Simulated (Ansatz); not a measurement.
input.yaml (Ansatz)

```yaml
crystal:
  lattice:
    - [2.2247716226, 0.0, 0.0]
    - [0.0, 2.2247716226, 0.0]
    - [0.0, 0.0, 2.2247716226]
  atoms:
    - { symbol: Co, position: [0.0, 0.0, 0.0] }
hamiltonian:
  xc: lda
  pseudopotentials:
    kind: paw_fr
    azcp:
      Co: "pseudopotentials/Co.paw.azcp"
basis:
  ecutwfc: 420
  fft_grid_basis: typed
kpoints:
  mp_grid: { grid: [14, 14, 14], shift: [0, 0, 0] }
magnetization:
  noncollinear: true
  spin_orbit: true
scf:
  occupations: { method: fermi_dirac, width: 0.1 }
output:
  write_density: true
  write_potential: true
  elf: true
  volumetric_format: npy
```

and its output:

```
Warning: the record states the generating functional pbe (its physics header spells it `PBE`), which answers neither for hamiltonian.xc's functional nor for the lda family's — results may be inconsistent (PPs are generated against a specific XC)
Engine: ansatz 0.2.0, aarch64-unknown-linux-gnu
Pseudopotentials: kind: paw_fr
Pseudopotential: Co, paw_fr, valence charge 17, recommended cutoff 420 eV (normal) 
Functional definition: SPW92
  exchange = slater_x
  correlation = pw_c
non-collinear run that drives no moment, with spin-orbit: no starting moment large enough to seed its density (crystal.atoms[].spin), no starting occupations that ask for one, no magnetisation constraint and no magnetic field, so the semilocal B_xc is pinned to zero
Crystal: 1 atoms, lattice volume = 11.012 Å³
Basis set: ecut = 420 eV, 203 PW (Γ)
Bands: 26, of which v1, the nominal top of the filled ones, is band 17 counted from 1 (16 counted from 0)
Symmetry: 48 space group operations + 48 with time reversal
Magnetic group: BNS 221.93 (UNI 1595), of the structure as read, at distance tolerance 2.2e-5 Å
k-points: 120 of 2744
Projection manifold: j_resolved (fully-relativistic pseudo-atomic orbitals)
Non-local potential: Co, projectors of the file, l = 0: 3, l = 1: 4, l = 2: 6, l = 3: 2
PAW form: soft (Blöchl's): semilocal exchange-correlation on the pseudo side does not see the compensation charge
PAW frozen core: Co, regenerated for the run's functional, and the local potential with it (the file was generated under x = pbe(κ = 0.804, μ = 0.2195149727645171), c = pbe(β = 0.06672455060314922))
PAW one-centre angular grid: Co, 590 points (default); XC on 64 Gauss nodes
Initial density: superposition of atomic densities (chi_scale 0.1, normalization cell)
Initial wavefunctions: pseudopotential atomic-orbital guess
Functional: x = slater, c = lda
SCF iter   1: F=—  HF=-5062.053907 eV  |F-HF|=—  |Δ(HF+E_count)|=         —  Δρ=2.48e-2  dr2=3.20e-2  dr2_m=0.00e0 (ungated)  ethr=3.10e-3  |M|=0.00e0 ∫|m|=0.00e0 μB  |m|>n=0.0e0 m-floor=0.0e0 τ_xc=0.0e0  β_m=0.30  ⟨swp⟩=6.5  Hψ=7614  notcnv=0  defer=80
SCF iter   2: F=—  HF=-5062.045675 eV  |F-HF|=—  |Δ(HF+E_count)|=   8.23e-3  Δρ=1.76e-2  dr2=2.03e-2  dr2_m=0.00e0 (ungated)  ethr=1.88e-4  |M|=0.00e0 ∫|m|=0.00e0 μB  |m|>n=0.0e0 m-floor=0.0e0 τ_xc=0.0e0  β_m=0.65  ⟨swp⟩=1.2  Hψ=2069  notcnv=0  defer=152
SCF iter   3: F=—  HF=-5062.041008 eV  |F-HF|=—  |Δ(HF+E_count)|=   4.67e-3  Δρ=1.27e-2  dr2=8.74e-3  dr2_m=0.00e0 (ungated)  ethr=1.19e-4  |M|=0.00e0 ∫|m|=0.00e0 μB  |m|>n=0.0e0 m-floor=0.0e0 τ_xc=0.0e0  β_m=0.54  ⟨swp⟩=2.0  Hψ=2281  notcnv=0  defer=152
SCF iter   4: F=—  HF=-5062.039394 eV  |F-HF|=—  |Δ(HF+E_count)|=   1.61e-3  Δρ=7.48e-3  dr2=3.53e-3  dr2_m=0.00e0 (ungated)  ethr=5.14e-5  |M|=0.00e0 ∫|m|=0.00e0 μB  |m|>n=0.0e0 m-floor=0.0e0 τ_xc=0.0e0  β_m=0.50  ⟨swp⟩=3.0  Hψ=2775  notcnv=0  defer=152
SCF iter   5: F=—  HF=-5062.038775 eV  |F-HF|=—  |Δ(HF+E_count)|=   6.19e-4  Δρ=2.52e-3  dr2=4.06e-4  dr2_m=0.00e0 (ungated)  ethr=2.08e-5  |M|=0.00e0 ∫|m|=0.00e0 μB  |m|>n=0.0e0 m-floor=0.0e0 τ_xc=0.0e0  β_m=0.70  ⟨swp⟩=1.4  Hψ=1709  notcnv=0  defer=158
SCF iter   6: F=—  HF=-5062.038702 eV  |F-HF|=—  |Δ(HF+E_count)|=   7.29e-5  Δρ=5.08e-4  dr2=1.74e-5  dr2_m=0.00e0 (ungated)  ethr=2.39e-6  |M|=0.00e0 ∫|m|=0.00e0 μB  |m|>n=0.0e0 m-floor=0.0e0 τ_xc=0.0e0  β_m=0.71  ⟨swp⟩=1.6  Hψ=1590  notcnv=0  defer=158
SCF iter   7: F=—  HF=-5062.038690 eV  |F-HF|=—  |Δ(HF+E_count)|=   1.26e-5  Δρ=4.45e-5  dr2=1.79e-7  dr2_m=0.00e0 (ungated)  ethr=1.02e-7  |M|=0.00e0 ∫|m|=0.00e0 μB  |m|>n=0.0e0 m-floor=0.0e0 τ_xc=0.0e0  β_m=0.86  ⟨swp⟩=2.2  Hψ=2352  notcnv=0  defer=158
SCF iter   8: F=-5062.038690 eV  HF=-5062.038690 eV  |F-HF|=1.94e-9  |Δ(HF+E_count)|=   2.82e-8  Δρ=5.92e-6  dr2=2.37e-9  dr2_m=0.00e0 (ungated)  ethr=5.88e-10  |M|=0.00e0 ∫|m|=0.00e0 μB  |m|>n=0.0e0 m-floor=0.0e0 τ_xc=0.0e0  ⟨swp⟩=6.1  Hψ=5266  notcnv=0
SCF 1 converged in 8 iterations: F = -5062.038690 eV  dr2 = 2.37e-9
SCF converged after 8 iterations
Magnetization: |M| = 0.0000 μB,  M = (+0.0000, +0.0000, +0.0000) μB
Absolute magnetization: 0.0000 μB (∫|m|)
  site 0: m = (+0.0000, +0.0000, +0.0000) μB, |m| = 0.0000 μB  (R = 0.92 Å)
Free energy (F): -5062.038690 eV
Harris-Foulkes:  -5062.038690 eV  (|F-HF|=1.94e-9)
Internal energy: -5061.956599 eV  (E = F + TS)
E sigma→0 (E₀):  -5061.997644 eV
Entropy (-TS):   -0.082091 eV (-82.091 meV/atom)
Fermi energy:    17.949031 eV
--- Per-component energies (eV) ---
  E_band       = -252.072139
  E_kinetic    = 458.031798
  E_local      = -2959.174708  (includes V_loc(G=0)·N_el)
  E_nonlocal   = 462.639592
  E_hartree    = 1243.299012
  E_xc         = -157.839155
  E_vxc        = -204.911106  (∫ρ·V_xc dr)
  E_paw        = -1455.711302  (= ΣΔE_a)
  E_vpaw       = -495.252288  (= ΣTr[D̂ρ^β])
  E_aug_tail   = 0.000028  (compensation charges beyond the density's cutoff)
  E_ewald      = -2653.622145
  E_core_change = 0.420281  (= ΣΔE_core)
  E_smearing   = -0.082091  (= −TS)
  E_closure    = 0.000000  (closes the sum)
  Σ components = -5062.038690   (vs F -5062.038690, Δ=0.00e0)
--- Band table (eV; the first three rows and the last of 120) ---
  k-point 0: bands = ["-76.3139", "-76.3139", "-40.9711", "-40.9711", "-39.0982", "-39.0982", "-39.0982", "-39.0982", "9.1758", "9.1758", "13.8838", "13.8838", "13.8838", "13.8838", "18.4614", "18.4614", "18.4614", "18.4614", "18.5930", "18.5930", "38.7462", "38.7462", "39.0039", "39.0039", "39.0039", "39.0039"]
  k-point 1: bands = ["-76.3100", "-76.3100", "-40.9785", "-40.9785", "-39.1166", "-39.1166", "-39.0958", "-39.0958", "9.3454", "9.3454", "13.9125", "13.9125", "13.9783", "13.9783", "18.3780", "18.3780", "18.4224", "18.4224", "18.5546", "18.5546", "37.0378", "37.0378", "39.0707", "39.0707", "39.2373", "39.2373"]
  k-point 2: bands = ["-76.2990", "-76.2990", "-41.0002", "-41.0002", "-39.1668", "-39.1668", "-39.0889", "-39.0889", "9.8395", "9.8395", "13.9939", "13.9939", "14.2519", "14.2519", "18.1503", "18.1503", "18.2236", "18.2236", "18.5425", "18.5425", "33.9804", "33.9804", "39.7502", "39.7502", "39.9200", "39.9200"]
  k-point 119: bands = ["-76.0846", "-76.0846", "-41.3650", "-41.3650", "-39.5301", "-39.5301", "-39.5301", "-39.5301", "14.2321", "14.2321", "14.2321", "14.2321", "14.3201", "14.3201", "19.6027", "19.6027", "19.6027", "19.6027", "31.1066", "31.1066", "31.5205", "31.5205", "31.5205", "31.5205", "31.6495", "31.6495"]
```
